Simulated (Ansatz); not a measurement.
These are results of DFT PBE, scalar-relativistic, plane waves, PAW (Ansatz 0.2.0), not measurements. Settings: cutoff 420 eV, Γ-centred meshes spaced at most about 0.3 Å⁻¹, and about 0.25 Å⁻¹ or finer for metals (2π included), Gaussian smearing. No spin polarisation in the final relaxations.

Temperature and zero-point effects are left out.

Two relaxed structures of Sc₄Si:

A.

```
CELL_PARAMETERS angstrom
4.96577 0.00000 0.00000
0.00000 4.96577 0.00000
0.00000 0.00000 4.96577
ATOMIC_POSITIONS crystal
Sc 0.00000 0.50000 0.50000
Sc 0.50000 0.00000 0.50000
Sc 0.50000 0.50000 0.00000
Sc 0.50000 0.50000 0.50000
Si 0.00000 0.00000 0.00000
```

B.

```
CELL_PARAMETERS angstrom
5.66393 0.00000 0.00000
2.67406 5.03037 0.00000
2.10987 1.23213 7.67938
ATOMIC_POSITIONS crystal
Sc 0.83654 0.32360 0.50096
Sc 0.10228 0.09160 0.12119
Sc 0.44785 0.95507 0.69891
Sc 0.59483 0.58398 0.13278
Sc 0.55215 0.04493 0.30109
Sc 0.40517 0.41602 0.86722
Sc 0.16346 0.67640 0.49904
Sc 0.89772 0.90840 0.87881
Si 0.92393 0.42421 0.79970
Si 0.07607 0.57579 0.20030
```

Task: Which would you expect to be lower, and how large is the difference?

Result: B is lower, by 1.29 eV/atom. A has space group Pm-3m (No. 221), 24.5 Å³/atom and no gap on its mesh; B has space group P-1 (No. 2), 21.9 Å³/atom and no gap. Counting Sc atoms around Si (those within 1.25 times the shortest such distance or 1.15 times the sum of covalent radii; a plus sign parts nearer from farther groups; the shortest distance is added where it is long for a bond), A has Si 12+8 from 3.5 Å and B has Si 10. The denser one is the lower, and pressure would at first widen the difference. Both come from invented guesses.

A magnetic state wasn't ruled out in cells without spin, among them P-1. Cells relaxed within their symmetry can be saddle points. The P-1 cell of Sc4Si came from shaking the Pm-3m one.
